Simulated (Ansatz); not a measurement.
A geometry of Cs2P3 away from equilibrium: step 2 of the relaxation of a relaxed Cs2P3 cell shaken by Gaussian noise of σ = 0.08 Å a coordinate. These are r2SCAN (plane waves to 500 eV, PAW, scalar-relativistic; Ansatz, a program for electronic structure) values and carry that method's errors. Γ-centred k-mesh 3×3×6 on the run's cell (coarser than for final values), Fermi–Dirac smearing 0.05 eV.

```
CELL_PARAMETERS angstrom
     10.15752    -0.00932    -0.01200
     -0.00932    10.14482     0.00758
     -0.00438     0.00277     3.70860
ATOMIC_POSITIONS crystal
  P  0.49466 0.49380 0.03450
  P  0.98731 0.99580 0.05041
  P  0.56442 0.06959 0.49209
  P  0.06231 0.42840 0.49848
  P  0.92853 0.56502 0.47174
  P  0.42625 0.93314 0.49811
  Cs 0.78085 0.28074 0.97176
  Cs 0.27409 0.21050 0.99550
  Cs 0.71108 0.77853 0.97727
  Cs 0.21273 0.71637 0.97970
```

Problem. Which atoms carry the largest force, and which way does it point?

Solution. 0.61 eV/Å, on P3, P6 (atoms numbered as listed); on P6 its components are (0.47, 0.38, -0.07).

Problem. What is the pressure?

Solution. -0.1 GPa, compression positive.

Problem. How much energy per atom can still be gained by relaxing?

Solution. 0.68 eV/atom; the path ends in C2/m (No. 12).

No spin polarisation in the result.

The end of the path is a generated cell of Cs2P3: the first start was made by placing the elements on the sites of a structure type, and the end was not matched to a known phase here, so it may be hypothetical.
